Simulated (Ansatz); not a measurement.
A distorted cell of Zr (hcp, Mg type):

```
CELL_PARAMETERS angstrom
      3.34530     0.00000     0.00000
     -1.67265     2.89711     0.00000
      0.00000     0.00000     5.23749
ATOMIC_POSITIONS crystal
  Zr 0.33333 0.66667 0.75000
  Zr 0.66667 0.33333 0.25000
```

Computed with r2SCAN (plane waves to 500 eV, PAW, scalar-relativistic; Ansatz, a quantum-chemistry and plane-wave program). k mesh 16×16×9 (Γ-centred), Fermi-Dirac smearing 0.05 eV. E stands for the smeared free energy. Stress and pressure are positive under compression. With partly filled bands, the response to shear is sensitive to the k mesh, so small differences along c/a are uncertain. Zr is run without spin polarisation. Zr was relaxed with its symmetry unable to fall.

Task: Give the stress tensor in GPa and the pressure.

Result: 
```
   -6.8      0.0      0.0
    0.0     -6.8      0.0
    0.0      0.0     -5.8
```
The pressure, a third of the trace, is -6.5 GPa.

Task: It is the relaxed cell deformed to V/V₀ = 1.080, (c/a)/(c/a)₀ = 0.987, c along z, fractional positions held. What is its energy relative to the relaxed cell?

Result: 41 meV/atom.

(A scan under strain: stresses follow from slopes of the energy per volume, elastic moduli from its curvatures.)
